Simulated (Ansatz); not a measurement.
# Work and stress of cleavage in ScAl

Computed with DFT PBEsol, scalar-relativistic, plane waves, PAW (Ansatz 0.2.0). Settings: plane waves to 420 eV, k-mesh 14×11×5 (Γ-centred), Gaussian smearing 0.15 eV. No spin polarisation. Energies are free energies at this smearing, counted from the undisturbed cell; pressure is positive in compression.

The undisturbed cell (relaxed at this level; it needn't be the usual structure):

```
CELL_PARAMETERS angstrom
-3.29071 0.00000 0.00000
0.00000 0.00000 -4.33681
0.00000 -11.01727 0.00000
ATOMIC_POSITIONS crystal
Sc 0.00000 0.75000 0.58726
Sc 0.50000 0.75000 0.08726
Sc 0.00000 0.25000 0.91274
Sc 0.50000 0.25000 0.41274
Al 0.00000 0.75000 0.31960
Al 0.50000 0.75000 0.81960
Al 0.00000 0.25000 0.18040
Al 0.50000 0.25000 0.68040
```

The cut lies on the cell's a–b face, a (0 -1 0) plane (indices in the standard cell, whose axes needn't be the Cartesian ones shown) of area 14.27 Å², between layers 1.92 Å apart. Vector c is lengthened by d along the normal with the atoms' Cartesian places fixed: one unrelaxed cut a cell. The traction is positive where the two halves pull on each other.

```csv
d (Å),energy (J/m²),traction (GPa)
-0.30,0.36,-27.4
-0.15,0.08,-10.9
0.00,0.00,-0.1
0.25,0.14,9.5
0.50,0.42,12.6
0.75,0.74,12.9
1.00,1.06,12.0
1.50,1.59,9.1
2.00,1.96,6.1
3.00,2.38,2.7
4.50,2.59,0.6
6.00,2.63,0.1
```

Q: What are the work of separation and the cleavage stress, and do they fit the universal binding curve?

A: The energy levels off near W ≈ 2.63 J/m² (the traction is down to 0.1 GPa), the energy of the two unrelaxed faces, 1.31 J/m² each on average. The largest sampled traction is 12.9 GPa at d = 0.75 Å, and a parabola through it and its two neighbours peaks at σ_max ≈ 12.9 GPa, d ≈ 0.67 Å. The curve E = W[1 − (1 + d/ℓ)exp(−d/ℓ)] peaks in traction at d = ℓ with σ_max = W/(eℓ); with 1 J/m² per Å = 10 GPa this W and σ_max give ℓ = 0.75 Å. A parabola through that curve at the same three d peaks at 0.78 Å, against 0.67 Å here, a fair fit. Real crystals break at far lower stress, because cracks concentrate it, and on the plane of lowest W, which needn't be this one.

The cut is rigid; relaxing the faces lowers these energies and usually the stresses.

In a metal these slopes depend on the k mesh and the smearing.

Cost: 12 runs of about 6.3 core-minutes in all, on Intel Xeon 6975P-C (Granite Rapids) (shared hosts).